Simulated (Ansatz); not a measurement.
Rb₂PdSe₂ in space group Immm (No. 71; Rb on 4j, Pd on 2a, Se on 4h), the program Ansatz at the r²SCAN level (PAW), all energies at zero smearing, with the estimated change up to a 700 eV cutoff added, with one set of potentials and settings (totals compare only within such a set). Cell of 5 atoms (2 Rb, 1 Pd, 2 Se): -24503.236 eV.

```
element              reference phase  E (eV/atom)
-------  ---------------------------  -----------
Rb         Cmcm, 2 atoms in the cell   -3278.0015
Pd        Fm-3m, 1 atoms in the cell   -6985.7456
Se       P3_121, 3 atoms in the cell   -5478.1269
```

Formation energy per atom, worked out: (-24503.236 − 2×(-3278.0015) − 1×(-6985.7456) − 2×(-5478.1269))/5 = -1.047 eV/atom (-101 kJ per mol of atoms), at 0 K, without zero-point energy or fitted corrections.

The workflow started from a Materials Project entry (that database holds measured and hypothetical structures alike); the Crystallography Open Database copy checked does not list it. Whether it is the stable phase at ambient conditions was not checked. Symmetry was held in the r²SCAN relaxation; whether a distortion lowers the energy is not shown. The run is not spin-polarised. The references are the lowest solids computed at this level, not always the standard phases.

Potentials: the later of the program's two PAW sets.
